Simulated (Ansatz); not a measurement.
MgFBr (Janus 2H monolayer) at its r2SCAN geometry, run in the plane-wave code Ansatz at 2 levels of theory. No spin polarisation and no zero-point or thermal motion; the cell was built from a prototype and may be hypothetical.

The r2SCAN input:
```yaml
crystal:
  lattice:
    - [3.4048684003, 0.0, 0.0]
    - [-1.7024342001, 2.9487025312, 0.0]
    - [0.0, 0.0, 29.37415216]
  atoms:
    - { symbol: Mg, position: [0.3333333333, 0.6666666667, 0.3151533568] }
    - { symbol: F, position: [0.6666666667, 0.3333333333, 0.3491493687] }
    - { symbol: Br, position: [0.6666666667, 0.3333333333, 0.2548727406] }
  periodic: [true, true, false]
kpoints:
  mp_grid: { grid: [12, 12, 1] }
  band_path:
    path: [[0.0, 0.0, 0.0], [0.5, 0.0, 0.0], [0.3333333333, 0.3333333333, 0.0]]
    npoints: 1
hamiltonian:
  xc: r2scan
scf:
  occupations: { method: fixed }
  n_extra_bands: 4
output:
  forces: true
  stress: true
  eigenvalues: true
```

Main results, then, where recorded, the levels near the gap in eV from the Fermi energy (columns number the bands from 0), one row a point of the path (Γ, M, K):
```
Crystal: 3 atoms, lattice volume = 294.915 Å³
Symmetry: 6 space group operations
Space group: P3m1 (ITA 156)
```
```
Basis set: ecut = 500 eV, 7511 PW (Γ)
k-points: 19 of 144 (time reversal used)
SCF converged after 8 iterations
Free energy (F): -5532.866658 eV
Fermi energy:    -6.003669 eV
--- Forces (eV/Å), atoms counted from 1 ---
  atom   1  Mg      0.00000      0.00000      0.00072
  atom   2  F       0.00000      0.00000    -0.00326
  atom   3  Br      0.00000      0.00000      0.00250
--- 2D stress c σ (N/m, compression-positive) ---
       -0.008684       0.000000       0.000000
        0.000000      -0.008684       0.000000
        0.000000       0.000000       0.000000
  P = ½ c Tr σ = -0.0087 N/m
```
```tsv
band_9	band_10	band_11	band_12	band_13	band_14
-2.954	0.000	0.000	2.548	5.426	6.047
-4.457	-1.836	-1.082	4.648	5.978	8.055
-3.557	-3.359	-1.658	5.205	6.538	8.992
```

The r2SCAN gap is direct at Γ: 2.55 eV.

Hartree-Fock. Against the first input these blocks differ (the band path and keys that only write files left aside):
```yaml
kpoints:
  mp_grid: { grid: [6, 6, 1] }
hamiltonian:
  xc: hf
```

```
Basis set: ecut = 420 eV, 5763 PW (Γ)
k-points: 7 of 36 (time reversal used)
hybrid outer 1: dexx = +3.953e-1 eV, tail = 1.25e-2 eV
hybrid outer 2: dexx = +2.893e-4 eV, tail = 1.05e-4 eV, Δε = 4.92e-2 eV, ΔF = 5.28e-2 eV/Å
hybrid outer 3: dexx = +2.857e-6 eV, tail = 7.25e-7 eV, Δε = 3.67e-3 eV, ΔF = 2.93e-3 eV/Å
hybrid outer 4: dexx = +2.121e-8 eV, tail = 6.55e-9 eV, Δε = 2.75e-4 eV, ΔF = 6.45e-4 eV/Å
hybrid SCF converged: 4 outer / 26 inner (+4 warm-up)
Free energy (F): -5461.065825 eV
Fermi energy:    -9.181032 eV
--- Forces (eV/Å), atoms counted from 1 ---
  atom   1  Mg      0.00000      0.00000      0.04480
  atom   2  F       0.00000      0.00000    -0.04791
  atom   3  Br      0.00000      0.00000      0.00316
--- 2D stress c σ (N/m, compression-positive) ---
        1.470833       0.000000       0.000000
        0.000000       1.470833       0.000000
        0.000000       0.000000       0.000000
  P = ½ c Tr σ = 1.4708 N/m
```
```tsv
band_9	band_10	band_11	band_12	band_13	band_14
-4.045	0.000	0.000	8.552	9.071	9.866
-5.869	-2.422	-1.403	11.689	12.880	12.924
-4.624	-4.345	-2.179	12.376	13.959	14.344
```

The Hartree-Fock gap is direct at Γ: 8.55 eV. The mean in-plane stress at these positions is +1.5 N/m, compression counted positive. The stress of a hybrid is loosely converged here.

Small level splittings and stresses of the hybrids carry the error of their coarser meshes.

Totals of different functionals can't be compared.

The runs are scalar-relativistic, without spin-orbit coupling.
